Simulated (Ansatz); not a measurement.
ScGa in space group Cmcm (No. 63; Sc on 4c, Ga on 4c), the program Ansatz at the PBE level (PAW), all energies at zero smearing, with the estimated change up to a 700 eV cutoff added, with one set of potentials and settings (totals compare only within such a set). Cell of 4 atoms (2 Sc, 2 Ga): -11840.084 eV.

| element | reference phase | E (eV/atom) |
|---|---|---|
| Sc | P6_3/mmc, 2 atoms in the cell | -2135.8097 |
| Ga | Cmce, 4 atoms in the cell | -3783.0209 |

Formation energy per atom, worked out: (-11840.084 − 2×(-2135.8097) − 2×(-3783.0209))/4 = -0.606 eV/atom (-58 kJ per mol of atoms), at 0 K, without zero-point energy or fitted corrections.

The first step of the workflow began from a Materials Project structure, measured or hypothetical; the Crystallography Open Database files this formula in space group No. 63, but the cells were not matched. Whether it is the stable phase at ambient conditions was not checked. The cell was relaxed with PBE under the symmetry of its start; its stability against distortions is not shown here. No spin polarisation was allowed. The references are the lowest solids computed at this level, not always the standard phases.

Potentials: the later of the program's two PAW sets.
